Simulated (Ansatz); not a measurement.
# Relaxing a structure of TiB2

The start is a relaxed TiB2 cell displaced along its unstable phonon at q = (½, ½, 0) of its primitive reciprocal cell (336i cm⁻¹), largest move 0.15 Å. Cell shape, volume and atoms are optimised at zero target pressure with r2SCAN (plane waves to 500 eV, PAW, scalar-relativistic; Ansatz, a program for electronic structure). First-step values are on the input's coarse k-mesh.

Ansatz input (later rounds restart from its end on a renewed k-mesh):
Ansatz 0.2 input:
```yaml
crystal:
  lattice:
    - [0, 5.0941100738, 5.0941100738]
    - [2.5470550369, 2.5470550369, 5.0941100738]
    - [2.5470550369, 2.5470550369, 0]
  atoms:
    - { symbol: Ti, position: [0.0165675314, -0.0165675314, -0.0165675314] }
    - { symbol: Ti, position: [0.4834324686, 1.0165675314, 0.0165675314] }
    - { symbol: B, position: [0.9705542287, 0.2794457713, 0.2205542287] }
    - { symbol: B, position: [0.5294457713, 0.2205542287, 0.2794457713] }
    - { symbol: B, position: [0.9705542287, 0.7794457713, 0.7205542287] }
    - { symbol: B, position: [0.5294457713, 0.7205542287, 0.7794457713] }
basis: { ecutwfc: 500, ecutrho_ratio: 4, xc_grid: 4, fft_grid_basis: typed }
kpoints: { mp_grid: { grid: [11, 11, 11] } }
hamiltonian:
  xc: r2scan
  dispersion: none
  pseudopotentials: { azcp: { folder: ./paw }, kind: paw }
scf: { occupations: { method: fermi_dirac, width: 0.05 } }
relax: { f_tol: 0.01, max_steps: 100, cell: { stress_tol: 0.02 } }
output: { forces: true, stress: true }
```

Which atoms feel the largest initial force, and how large is it?

1.60 eV/Å, on Ti1, Ti2 (atoms numbered as listed).

By how much does the energy per atom fall from start to end?

1.71 eV/atom.

How do the shortest distances between atoms change?

The closest pairs of elements (up to four, under 3.6 Å), start → end: B–B 2.25 → 1.75 Å; B–Ti 2.17 → 2.38 Å; Ti–Ti 3.48 → 3.02 Å.

Give the final cell and atomic positions.


```cif
data_B2Ti
_chemical_formula_sum 'Ti1 B2'
_space_group_name_H-M_alt 'P6/mmm'
_space_group_IT_number 191
_space_group_name_Hall '-P 6 2'
_cell_length_a 3.02491
_cell_length_b 3.02491
_cell_length_c 3.22380
_cell_angle_alpha 90.000
_cell_angle_beta 90.000
_cell_angle_gamma 120.000
loop_
_atom_site_label
_atom_site_type_symbol
_atom_site_symmetry_multiplicity
_atom_site_Wyckoff_symbol
_atom_site_fract_x
_atom_site_fract_y
_atom_site_fract_z
_atom_site_occupancy
Ti1 Ti 1 a 0.00000 0.00000 0.00000 1
B1 B 2 d 0.33333 0.66667 0.50000 1
```

Final values are on a 18×18×14 k-mesh of the relaxed cell. No spin polarisation in the result.

The run could not lose the symmetry of its start.

Of the parent cell (Fm-3m (No. 225)): it is a generated cell of TiB2: the first start was made by placing the elements on the sites of a structure type, and the end was not matched to a known phase here, so it may be hypothetical. Known forms of TiB2 include space group No. 191.

The first start was generated by placing the elements on the sites of a structure type. A measured structure of TiB2 has the same space group, P6/mmm (No. 191); the sites were not compared with it.
